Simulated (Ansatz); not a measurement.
The relaxed structure here is a generated cell of SrTiO3: the first start was made by placing the elements on the sites of a structure type, and the end was not matched to a known phase here, so it may be hypothetical. Known forms of SrTiO3 include space group No. 221.

One stationary structure of SrTiO3. Space group R-3c (No. 167). Computed with r2SCAN (plane waves to 500 eV, PAW, scalar-relativistic; Ansatz, a first-principles code).

```cif
data_O18Sr6Ti6
_chemical_formula_sum 'Sr6 Ti6 O18'
_space_group_name_H-M_alt 'R-3c :H'
_space_group_IT_number 167
_space_group_name_Hall '-R 3 2"c'
_cell_length_a 5.52642
_cell_length_b 5.52642
_cell_length_c 13.51746
_cell_angle_alpha 90.000
_cell_angle_beta 90.000
_cell_angle_gamma 120.000
loop_
_atom_site_label
_atom_site_type_symbol
_atom_site_symmetry_multiplicity
_atom_site_Wyckoff_symbol
_atom_site_fract_x
_atom_site_fract_y
_atom_site_fract_z
_atom_site_occupancy
Sr1 Sr 6 a 0.00000 0.00000 0.25000 1
Ti1 Ti 6 b 0.00000 0.00000 0.00000 1
O1 O 18 e 0.51836 0.51836 0.25000 1
```
(The calculation used a cell of 10 atoms; values per cell refer to that cell.)

- Volume per atom = 11.92 Å³
- Band gap = 2.32 eV, direct at Γ (no spin-orbit coupling)
- Shortest distances = O–Ti 1.96 Å; O–Sr 2.66 Å; O–O 2.76 Å; Sr–Ti 3.38 Å
- k-mesh = 7×7×7

Band energies at high-symmetry points (eV from the VBM; labels of this space group; no spin-orbit coupling), from −5 eV up to 5.9 eV:

```json
[
 {"point": "Γ", "energies": "-4.64 -4.23 -4.23 -3.70 -3.70 -3.70 -2.82 -2.82 -2.81 -1.18 -1.15 -1.15 -0.32 -0.32 -0.30 -0.01 0.00 0.00 2.32 2.32 2.33 4.60 4.60 4.87 4.96 4.96"},
 {"point": "T", "energies": "-3.99 -3.99 -3.37 -3.37 -3.37 -3.37 -2.90 -2.90 -2.90 -2.90 -2.75 -2.75 -0.89 -0.89 -0.89 -0.89 -0.62 -0.62 3.78 3.78 3.84 3.84 3.84 3.84"},
 {"point": "H2", "energies": "-4.40 -4.40 -3.92 -3.92 -3.45 -3.45 -2.81 -2.81 -2.53 -2.53 -1.84 -1.84 -1.42 -1.42 -1.28 -1.28 -0.59 -0.59 3.39 3.39 4.17 4.17 4.33 4.33 5.48 5.48"},
 {"point": "H0", "energies": "-4.40 -4.40 -3.92 -3.92 -3.45 -3.45 -2.81 -2.81 -2.53 -2.53 -1.84 -1.84 -1.42 -1.42 -1.28 -1.28 -0.59 -0.59 3.39 3.39 4.17 4.17 4.33 4.33 5.48 5.48"},
 {"point": "L", "energies": "-4.01 -4.01 -3.39 -3.39 -3.35 -3.35 -2.93 -2.93 -2.90 -2.90 -2.74 -2.74 -0.95 -0.95 -0.80 -0.80 -0.59 -0.59 3.77 3.77 3.81 3.81 3.85 3.85"},
 {"point": "S0", "energies": "-4.39 -4.36 -4.13 -3.99 -3.33 -3.05 -2.89 -2.85 -2.81 -2.59 -1.69 -1.52 -1.50 -1.42 -1.41 -1.18 -0.97 -0.27 2.99 3.93 3.97 4.19 4.23 4.41 5.41 5.63"},
 {"point": "S2", "energies": "-4.39 -4.36 -4.13 -3.99 -3.33 -3.05 -2.89 -2.85 -2.81 -2.59 -1.69 -1.52 -1.50 -1.42 -1.41 -1.18 -0.97 -0.27 2.99 3.93 3.97 4.19 4.23 4.41 5.41 5.63"},
 {"point": "F", "energies": "-4.59 -4.55 -4.38 -4.25 -2.83 -2.82 -2.77 -2.77 -2.41 -2.28 -2.28 -1.97 -1.72 -1.53 -1.49 -0.70 -0.69 -0.05 2.47 4.12 4.15 4.19 4.23 4.58 4.82 5.72"}
]
```

No spin polarisation in the result.

The run could not lose the symmetry of its start: the end is stationary, and may be a saddle point rather than a minimum.
